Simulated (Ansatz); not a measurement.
Input and command of a plane-wave DFT calculation in Ansatz:

```yaml
crystal:
  lattice:
    - [5.6324246416, 0.0, 0.0]
    - [-2.8162123208, 4.8778228246, 0.0]
    - [0.0, 0.0, 25.8982831933]
  atoms:
    - { symbol: Al, position: [0.3333333333, 0.1666666667, 0.3282070837] }
    - { symbol: Al, position: [0.3333333333, 0.6666666667, 0.3282070837] }
    - { symbol: Al, position: [0.8333333333, 0.1666666667, 0.3282070837] }
    - { symbol: Al, position: [0.8333333333, 0.6666666667, 0.3282070837] }
    - { symbol: Al, position: [0.6666666667, 0.3333333333, 0.4169939626] }
    - { symbol: Al, position: [0.6666666667, 0.8333333333, 0.4169939626] }
    - { symbol: Al, position: [0.1666666667, 0.3333333333, 0.4169939626] }
    - { symbol: Al, position: [0.1666666667, 0.8333333333, 0.4169939626] }
    - { symbol: Al, position: [0.0, 0.5, 0.505266267] }
    - { symbol: Al, position: [0.0, 0.0, 0.505266267] }
    - { symbol: Al, position: [0.5, 0.5, 0.505266267] }
    - { symbol: Al, position: [0.5, 0.0, 0.505266267] }
    - { symbol: Al, position: [0.3333333333, 0.6666666667, 0.5952215334] }
    - { symbol: Al, position: [0.3333333333, 0.1666666667, 0.5952215334] }
    - { symbol: Al, position: [0.8333333333, 0.6666666667, 0.5952215334] }
    - { symbol: Al, position: [0.8333333333, 0.1666666667, 0.5952215334] }
    - { symbol: W, position: [0.0, 0.0, 0.684802761], spin: 4.0 }
basis:
  ecutwfc: 420
kpoints:
  mp_grid: { grid: [6, 6, 1] }
hamiltonian:
  xc: pbe
  dispersion: d3bj
scf:
  occupations: { method: gaussian, width: 0.1 }
output:
  forces: true
  eigenvalues: true
  populations: true
magnetization:
  spin_polarized: true
relax:
  adjacent_minimum: "off"
  f_tol: 0.03
  max_steps: 70
  constraints: [{ sites: [0, 1, 2, 3, 4, 5, 6, 7] }]
efield:
  axis: 3
  dipole_correction: true
  ramp_width: 0.04
```

```bash
ansatz run input.yaml --threads 2 --pin off --max-ram 5120MiB --backend cpu --events-out ev --progress --plain --runs-dir out
```

Processor: AMD EPYC 7R43 64-Core Processor (Zen 3), 2 threads, on a host shared with other jobs.

Q: How long does it run, and how much memory does it take?

A: About 7.6 min on 2 threads of AMD EPYC 7R43 64-Core Processor (Zen 3), on a shared host, peak memory 1.2 GiB. It solves 50 bands at 7 k points (the mesh reduced by symmetry) with about 13899 plane waves, in 111 SCF iterations over 10 ionic steps.
